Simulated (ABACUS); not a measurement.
Set-up for a self-consistent single point of GaCuSe₂ (I-42d, 8 atoms in the cell; from Materials Project mp-4840, lattice scaled a little).

```yaml
crystal:
  lattice:
    - [-2.83779, 2.83779, 5.62739]
    - [2.83779, -2.83779, 5.62739]
    - [2.83779, 2.83779, -5.62739]
  atoms:
    - { symbol: Ga, position: [0.25000, 0.75000, 0.50000] }
    - { symbol: Ga, position: [0.50000, 0.50000, 0.00000] }
    - { symbol: Cu, position: [0.75000, 0.25000, 0.50000] }
    - { symbol: Cu, position: [0.00000, 0.00000, 0.00000] }
    - { symbol: Se, position: [0.12122, 0.12500, 0.49622] }
    - { symbol: Se, position: [0.87500, 0.37122, 0.99622] }
    - { symbol: Se, position: [0.62878, 0.62500, 0.50378] }
    - { symbol: Se, position: [0.37500, 0.87878, 0.00378] }
```

Method: ABACUS with PBE, numerical atomic orbitals DZP (confined pseudo-atomic orbitals with Gaussian additions; energy shift 0.01 Ry), PseudoDojo 0.5 standard norm-conserving PBE (tails mended) pseudopotentials.

ABACUS settings:

basis: DZP numerical atomic orbitals, energy shift 0.01 Ry
KPT: Gamma 5 5 5 0 0 0
basis_type: lcao
dft_functional: PBE
ecutwfc: 100 Ry
smearing_method: fd
smearing_sigma: 0.00734986 Ry
potentials: PseudoDojo 0.5 standard norm-conserving PBE (tails mended)
symmetry: 1
ks_solver: scalapack_gvx
scf_nmax: 100
scf_thr: 1.0e-06
mixing_type: pulay
mixing_beta: 0.7

Results:

```
Property                                                  Result
------------------------------------------------  --------------
Number of valence electrons                                  128
Number of bands                                               77
Number of k-points after the program's reduction              18
Size of the basis                                            202
Number of SCF iterations                                       9
Free energy E − TS                                -27679.1284 eV
Fermi level (on the code's own zero)                     9.12 eV
Pressure                                                0.87 GPa
```

Stress (GPa, positive for compression):
```
0.87  0.00  0.00
0.00  0.87  0.00
0.00  0.00  0.87
```

The atom-centred basis is finite, which shifts total energies and pressures against plane waves. The structure comes from a collection of computed structures, made at another level of theory; the collection holds predicted forms beside known ones. Its lattice was then scaled. No clean gap shows at this smearing width and mesh (spacing up to 0.31 Å⁻¹); the mesh is coarse for partly filled bands, so the values carry mesh errors. Semi-local functionals can close small gaps.

Cost on one core: around 50 core-seconds (rough).

The atomic orbitals were generated for these runs; they are not ABACUS's published sets and were checked against plane waves on a few crystals only.

“Tails mended”: in these copies of the files the far tail of each local potential was reset to the Coulomb form.
